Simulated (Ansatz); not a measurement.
BaTiO3: two-dimensional strain map

Computed with DFT r2SCAN, scalar-relativistic, plane waves, PAW (Ansatz 0.2.0). The runs took a 500 eV cutoff, a Γ-centred 8×8×8 mesh and Gaussian smearing (0.05 eV). No spin polarisation. Energies are free energies at this smearing, counted from the undisturbed cell; pressure is positive in compression.

Reference structure (relaxed at this level; it needn't be the usual structure):

```xyz
5
Lattice="3.9940 0.0000 0.0000 0.0000 3.9940 0.0000 0.0000 0.0000 3.9941" Properties=species:S:1:pos:R:3 pbc="T T T"
Ba    0.0000    0.0000    0.0000
Ti    1.9970    1.9970    1.9971
O     1.9970    1.9970    0.0000
O     1.9970    0.0000    1.9971
O     0.0000    1.9970    1.9971
```

The cell is strained by p along both x and y and by q along z, fractional coordinates fixed. Points are written (p, q).

Energy above the undisturbed cell in meV/atom (a dash: not computed):

```csv
p \ q,-0.080,-0.040,0.000,0.040,0.080
-0.080,?,385.7,?,?,238.6
-0.040,241.2,119.3,62.8,51.4,70.6
0.000,106.5,23.0,0.0,?,61.6
0.040,93.6,42.3,47.7,90.3,156.4
0.080,164.4,139.2,168.3,232.1,317.1
```

(1) Fill in the withheld energies.

Answers

(1) (-0.080, -0.080): 552.3; (-0.080, 0.000): 291.1; (-0.080, 0.040): 247.2; (0.000, 0.040): 17.5.

Symmetry holds off the tilts and polar distortions that many cubic perovskites undergo.